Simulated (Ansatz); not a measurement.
## What a change of settings does: Sn (diamond type)

First run: DFT, PBEsol, PAW with Ansatz's default frozen-core files, scalar-relativistic (Ansatz 0.2.0).

Command: `ansatz run input.yaml --threads 1 --pin off --max-ram 3584MiB --backend cpu --events-out ev --progress --plain --runs-dir out` It took 4.6 s on 1 thread of Intel(R) Xeon(R) Platinum 8488C (Sapphire Rapids), on a shared host, peak memory 0.4 GiB.

```yaml
crystal:
  lattice:
    - [0.0, 3.2710663102, 3.2710663102]
    - [3.2710663102, 0.0, 3.2710663102]
    - [3.2710663102, 3.2710663102, 0.0]
  atoms:
    - { symbol: Sn, position: [-0.125, -0.125, -0.125] }
    - { symbol: Sn, position: [0.125, 0.125, 0.125] }
kpoints:
  mp_grid: { grid: [9, 9, 9] }
scf:
  occupations: { method: fermi_dirac, width: 0.02 }
hamiltonian:
  xc: pbesol
  pseudopotentials: { kind: paw }
output:
  forces: true
  stress: true
relax:
  f_tol: 0.005
  max_steps: 40
  cell: {}
```

The start is a guessed cell of a prototype that needn't be stable.

This run: bulk cell relaxed.

It converges in 18 SCF iterations over all geometries at a pressure of 0.02 GPa, ending at 34.93 Å³/atom, cutoff 420 eV.

The input is then changed:

```diff
   occupations: { method: fermi_dirac, width: 0.02 }
+  mixing: { algorithm: anderson, beta: 0.7 }
 hamiltonian:
   stress: true
+  write_density: true
+  write_potential: true
+  elf: true
+  volumetric_format: npy
 relax:
   cell: {}
+magnetization:
+  spin_polarized: true
```

Problem. Predict the outcome of the changed run.

Solution. It converges in 18 SCF iterations over all geometries at a pressure of 0.02 GPa, cell moment 0.00 μB, ending at 34.93 Å³/atom, cutoff 420 eV.
